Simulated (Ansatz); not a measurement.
Pt in its lowest state found on the top face of a (100) slab of Sn (Fd-3m (No. 227)), 6 planes, outer planes Sn (top) and Sn (bottom); 1 a cell of 86.42 Å², its atoms last:

```yaml
crystal:
  lattice:
    - [9.29642, 0.00000, 0.00000]
    - [0.00000, 9.29642, 0.00000]
    - [0.00000, 0.00000, 27.21695]
  atoms:
    - { symbol: Sn, position: [0.50000, 0.25000, 0.31231] }
    - { symbol: Sn, position: [0.50000, 0.75000, 0.31231] }
    - { symbol: Sn, position: [0.00000, 0.25000, 0.31231] }
    - { symbol: Sn, position: [0.00000, 0.75000, 0.31231] }
    - { symbol: Sn, position: [0.50000, 0.50000, 0.37269] }
    - { symbol: Sn, position: [0.50000, 0.00000, 0.37269] }
    - { symbol: Sn, position: [0.00000, 0.50000, 0.37269] }
    - { symbol: Sn, position: [0.00000, 0.00000, 0.37269] }
    - { symbol: Sn, position: [0.75000, 0.50000, 0.43307] }
    - { symbol: Sn, position: [0.75000, 0.00000, 0.43307] }
    - { symbol: Sn, position: [0.25000, 0.50000, 0.43307] }
    - { symbol: Sn, position: [0.25000, 0.00000, 0.43307] }
    - { symbol: Sn, position: [0.75000, 0.75151, 0.49280] }
    - { symbol: Sn, position: [0.75000, 0.24849, 0.49280] }
    - { symbol: Sn, position: [0.25000, 0.74961, 0.49647] }
    - { symbol: Sn, position: [0.25000, 0.25039, 0.49647] }
    - { symbol: Sn, position: [0.99282, 0.70972, 0.55539] }
    - { symbol: Sn, position: [0.99282, 0.29028, 0.55539] }
    - { symbol: Sn, position: [0.50718, 0.70972, 0.55539] }
    - { symbol: Sn, position: [0.50718, 0.29028, 0.55539] }
    - { symbol: Sn, position: [0.04712, 0.00000, 0.58926] }
    - { symbol: Sn, position: [0.92023, 0.50000, 0.63106] }
    - { symbol: Sn, position: [0.45288, 0.00000, 0.58926] }
    - { symbol: Sn, position: [0.57977, 0.50000, 0.63106] }
    - { symbol: Pt, position: [0.25000, 0.00000, 0.65100] }
```

These are results of DFT PBE+D3(BJ), scalar-relativistic, plane waves, PAW (Ansatz 0.2.0), not measurements. Plane waves to 420 eV, a k mesh through Γ of 3×3×1 on the computed 25-atom cell and Gaussian smearing (0.10 eV); no spin polarisation. The cell repeats along c with a dipole correction in the vacuum.

The clean top face has a work function of 4.52 eV. Adsorption changes the slab's dipole along +c by Δp = +0.1434 e·Å a cell (+0.69 D an adsorbate).

Q: What change of work function does the Helmholtz equation give?

A: A sheet of dipoles makes a step in an electron's potential energy of −e·Δp/(ε0·A), and e/ε0 = 180.95 eV·Å for Δp in e·Å: −180.95 × (0.1434)/86.42 = -0.30 eV. This is the change of φ(top) − φ(bottom). If the bottom face is unmoved, φ(top) becomes 4.22 eV.

Q: How does that compare with the calculation?

A: φ(top) changes by -0.23 eV and φ(bottom) by +0.07 eV, so their difference changes by -0.30 eV. The slab is thin enough for the adsorbate to shift the Fermi level against the bottom face too.

Q: What does the sign say about the electrons?

A: The change of dipole points out of the surface, so the work function falls. Electrons move towards the slab, or their spill-out is pushed back. Δp also holds the adsorbate's own dipole and the moves of the surface atoms, so it isn't a charge transfer alone.

Spin-orbit coupling is left out, which matters for the bands of heavy elements.

Cost: 3 runs of about 74 core-minutes in all, on Intel Xeon 6975P-C (Granite Rapids) (shared hosts).